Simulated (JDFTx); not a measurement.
An input for JDFTx (a modified build) (Zr(0001), linear PCM (GLSSA13), water, 1 M NaCl; bohr, hartree) and the course of its log:

```
lattice \
  6.1212571767 3.0606285884 0.0000000000 \
  0.0000000000 5.3011642078 0.0000000000 \
  0.0000000000 0.0000000000 44.9754817661
coords-type Lattice
ion Zr 0.6666666668 0.6666666668 -0.1629901260 0
ion Zr 0.0000000002 0.0000000002 -0.0543300420 0
ion Zr 0.6666666668 0.6666666668 0.0543300420 0
ion Zr 0.0000000002 0.0000000002 0.1629901260 0
ion-species pseudo/zr_lda_v1.upf
elec-cutoff 20 100
elec-ex-corr lda-PZ
coulomb-interaction Slab 001
coulomb-truncation-embed 0 0 0
kpoint-folding 8 8 1
elec-smearing Fermi 0.01
elec-n-bands 34
target-mu -0.124580
electronic-scf nIterations 100 energyDiffThreshold 1e-07
fluid LinearPCM
pcm-variant GLSSA13
fluid-solvent H2O
fluid-cation Na+ 1
fluid-anion Cl- 1
fluid-minimize nIterations 400 knormThreshold 1e-11
wavefunction read f0.wfns
elec-initial-eigenvals f0.eigenvals
elec-initial-fillings read f0.fillings
fluid-initial-state f0.fluidState
dump-name f0_u0.$VAR
dump End State Ecomponents EigStats BandEigs Forces ElecDensity IonicPositions Fillings Kpoints Dtot FluidDebug BoundCharge FluidDensity
```

```
[one cycle in 5 is shown, and the last three; fluid-solver lines are left out]
	FillingsUpdate:  mu: -0.124580000  nElectrons: 51.275187
SCF: Cycle:  0   G: -178.552148113115607   dG: +4.839e+00   |Residual|: 1.418e-01   |deigs|: 1.086e-08
	FillingsUpdate:  mu: -0.124580000  nElectrons: 48.612312
SCF: Cycle:  5   G: -183.268664943039965   dG: +3.411e-03   |Residual|: 2.246e-02   |deigs|: 9.869e-04
	FillingsUpdate:  mu: -0.124580000  nElectrons: 48.632913
SCF: Cycle: 10   G: -183.273189213638545   dG: +9.072e-02   |Residual|: 2.073e-02   |deigs|: 1.403e-03
	FillingsUpdate:  mu: -0.124580000  nElectrons: 48.093733
SCF: Cycle: 15   G: -183.391496055288741   dG: -1.094e-01   |Residual|: 2.452e-03   |deigs|: 3.024e-03
	FillingsUpdate:  mu: -0.124580000  nElectrons: 48.150476
SCF: Cycle: 20   G: -183.392751264472679   dG: -1.772e-05   |Residual|: 1.880e-04   |deigs|: 6.880e-05
	FillingsUpdate:  mu: -0.124580000  nElectrons: 48.146695
SCF: Cycle: 25   G: -183.392760147015167   dG: +7.560e-08   |Residual|: 2.570e-05   |deigs|: 5.566e-06
	FillingsUpdate:  mu: -0.124580000  nElectrons: 48.146119
SCF: Cycle: 30   G: -183.392760297721310   dG: -2.849e-06   |Residual|: 1.951e-05   |deigs|: 1.441e-05
	FillingsUpdate:  mu: -0.124580000  nElectrons: 48.146393
SCF: Cycle: 35   G: -183.392760265368310   dG: -2.574e-08   |Residual|: 3.651e-05   |deigs|: 4.514e-06
	FillingsUpdate:  mu: -0.124580000  nElectrons: 48.143308
SCF: Cycle: 40   G: -183.392756257010774   dG: +4.017e-06   |Residual|: 1.192e-04   |deigs|: 1.756e-05
	FillingsUpdate:  mu: -0.124580000  nElectrons: 48.146119
SCF: Cycle: 45   G: -183.392760307371589   dG: -3.095e-08   |Residual|: 1.117e-05   |deigs|: 3.029e-06
	FillingsUpdate:  mu: -0.124580000  nElectrons: 48.145200
SCF: Cycle: 50   G: -183.392759863547695   dG: +4.324e-07   |Residual|: 3.985e-05   |deigs|: 6.436e-06
	FillingsUpdate:  mu: -0.124580000  nElectrons: 48.146730
SCF: Cycle: 55   G: -183.392759781948797   dG: +1.971e-08   |Residual|: 5.547e-05   |deigs|: 6.783e-06
	FillingsUpdate:  mu: -0.124580000  nElectrons: 48.142841
SCF: Cycle: 60   G: -183.392754755586594   dG: +5.450e-06   |Residual|: 1.403e-04   |deigs|: 2.059e-05
	FillingsUpdate:  mu: -0.124580000  nElectrons: 48.145566
SCF: Cycle: 65   G: -183.392760211485466   dG: +8.258e-08   |Residual|: 2.634e-05   |deigs|: 3.855e-06
	FillingsUpdate:  mu: -0.124580000  nElectrons: 48.146447
SCF: Cycle: 70   G: -183.392760261037665   dG: -2.426e-06   |Residual|: 2.882e-05   |deigs|: 1.525e-05
	FillingsUpdate:  mu: -0.124580000  nElectrons: 48.146424
SCF: Cycle: 75   G: -183.392760263108869   dG: -3.170e-06   |Residual|: 3.176e-05   |deigs|: 1.707e-05
	FillingsUpdate:  mu: -0.124580000  nElectrons: 48.146611
SCF: Cycle: 80   G: -183.392760213828041   dG: +8.372e-09   |Residual|: 3.206e-05   |deigs|: 5.500e-06
	FillingsUpdate:  mu: -0.124580000  nElectrons: 48.146238
SCF: Cycle: 85   G: -183.392760273229783   dG: -2.053e-05   |Residual|: 1.469e-05   |deigs|: 3.637e-05
	FillingsUpdate:  mu: -0.124580000  nElectrons: 48.146331
SCF: Cycle: 90   G: -183.392760285721721   dG: -8.597e-06   |Residual|: 1.250e-05   |deigs|: 2.575e-05
	FillingsUpdate:  mu: -0.124580000  nElectrons: 48.146801
SCF: Cycle: 95   G: -183.392760008182165   dG: +2.657e-07   |Residual|: 3.225e-05   |deigs|: 5.384e-06
	FillingsUpdate:  mu: -0.124580000  nElectrons: 48.141970
SCF: Cycle: 97   G: -183.392752240797904   dG: +8.057e-06   |Residual|: 1.767e-04   |deigs|: 2.384e-05
	FillingsUpdate:  mu: -0.124580000  nElectrons: 48.146307
SCF: Cycle: 98   G: -183.392760289139630   dG: -8.048e-06   |Residual|: 1.511e-05   |deigs|: 2.462e-05
	FillingsUpdate:  mu: -0.124580000  nElectrons: 48.145666
SCF: Cycle: 99   G: -183.392760231426138   dG: +5.771e-08   |Residual|: 1.905e-05   |deigs|: 3.427e-06
SCF: None of the convergence criteria satisfied after 100 iterations.
IonicMinimize: Iter:   0  G: -183.392760231426138  |grad|_K:  0.000e+00
IonicMinimize: Converged (|grad|_K<1.000000e-04).
```

This run gave no converged result. The loop ran out of cycles short of its threshold. It has stalled and not diverged: the last ten energies span 8e-06 Ha, so the total is near its end, but levels, forces and the electron count aren't shown converged.
